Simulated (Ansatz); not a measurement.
# Phonons of ZrH2 in the fluorite structure

Level of theory: DFT, PBEsol, scalar-relativistic, no spin polarisation; plane waves to 420 eV with PAW datasets (Ansatz 0.2.0), Gaussian smearing of 0.15 eV. The datasets are Ansatz's generated set soft_2.

```
Zr H
1.0
     0.00000    2.38178    2.38178
     2.38178    0.00000    2.38178
     2.38178    2.38178    0.00000
Zr H
1 2
Direct
  0.00000 0.00000 0.00000
  0.25000 0.25000 0.25000
  0.75000 0.75000 0.75000
```

The start was a prototype's sites filled with these elements. The Crystallography Open Database lists the compound in space group I4/mmm, so this is a trial structure.

Force constants come from finite displacements in a 2×2×2 supercell (the unit cell's 12×12×12 k-mesh, folded to it); the long-range dipole term is not included. Points in reciprocal vectors of this cell: Γ = (0.000, 0.000, 0.000), X = (0.500, 0.000, 0.500), U = (0.625, 0.250, 0.625), K = (0.375, 0.375, 0.750), L = (0.500, 0.500, 0.500), W = (0.500, 0.250, 0.750).

Frequencies at the named points (cm⁻¹, imaginary ones negative):
```tsv
point	ω (cm⁻¹)
Γ	0 0 0 1088 1088 1088 1232 1232 1232
X	166 166 257 1131 1196 1196 1203 1203 1273
U	158 200 236 1147 1189 1201 1201 1207 1256
K	158 200 236 1147 1189 1201 1201 1207 1256
L	130 130 253 1126 1126 1179 1239 1239 1240
W	168 217 217 1158 1177 1200 1200 1225 1246
```

Problem. Is the structure dynamically stable along this path, and where does the spectrum end?

Solution. Yes: no branch is imaginary beyond numerical noise. The highest frequency is 1273 cm⁻¹, at X. Points that don't fit the supercell are interpolated.

Problem. What does the harmonic approximation give for the vibrational free energy, entropy and heat capacity?

Solution. Zero-point energy 158.5 meV/atom.
```tsv
T (K)	F_vib (meV/atom)	S (J/K per mole of atoms)	C_V (J/K per mole of atoms)
100	157.5	3.0	5.1
200	152.0	7.4	7.5
300	142.5	10.8	9.6
400	129.6	14.0	12.4
500	113.6	17.0	14.9
600	94.4	19.9	17.0
700	72.4	22.6	18.5
800	47.6	25.2	19.7
900	20.2	27.6	20.7
1000	-9.6	29.8	21.4
```

The highest mode, 1273 cm⁻¹, is worth 1830 K. At 300 K the heat capacity has reached 39 % of the classical limit 3R = 24.9 J/K per mole of atoms, since the stiffer modes are still partly frozen out.

The crystal is a metal or nearly so; low and unstable modes depend on mesh and smearing.

Cost: 16 s on 4 threads of Intel(R) Xeon(R) Platinum 8488C (Sapphire Rapids), with other jobs on the host, peak memory 1.2 GiB.
